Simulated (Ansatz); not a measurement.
Given:

BiBN2:
```cif
data_BBiN2
_chemical_formula_sum 'Bi1 N2 B1'
_space_group_name_H-M_alt 'P3m1'
_space_group_IT_number 156
_space_group_name_Hall 'P 3 -2"'
_cell_length_a 3.01097
_cell_length_b 3.01097
_cell_length_c 6.10235
_cell_angle_alpha 90.000
_cell_angle_beta 90.000
_cell_angle_gamma 120.000
loop_
_atom_site_label
_atom_site_type_symbol
_atom_site_symmetry_multiplicity
_atom_site_Wyckoff_symbol
_atom_site_fract_x
_atom_site_fract_y
_atom_site_fract_z
_atom_site_occupancy
Bi1 Bi 1 b 0.33333 0.66667 0.00458 1
N1 N 1 b 0.33333 0.66667 0.46205 1
B1 B 1 c 0.66667 0.33333 0.52711 1
N2 N 1 c 0.66667 0.33333 0.77626 1
```

This is the r²SCAN-relaxed structure.

### Question
All from r²SCAN in the plane-wave PAW code Ansatz, unless another level is named. Give the electronic character.

### Answer
metallic (no gap).

### Question
Give the density of states at the Fermi level.

### Answer
0.27 states/eV per atom (mean over ±0.08 eV).

### Question
And the formation energy from the elements (no fitted shifts)?

### Answer
0.67 eV/atom.

The start of the workflow was typed in or built on a structure type; neither database checked (COD, Materials Project) lists it. Whether it is the stable phase at ambient conditions was not checked. The r²SCAN relaxation kept the symmetry of its start; whether a distortion lowers the energy is not shown. The volume moved by 16 % from the start of the relaxation. Its formation energy is positive at this level, so the cell may be metastable or incomplete. The references are the lowest solids computed at this level, not always the standard phases (solids in place of the gases). Spin–orbit coupling is left out wherever it is not named.

Potentials: the earlier of the program's two PAW sets.
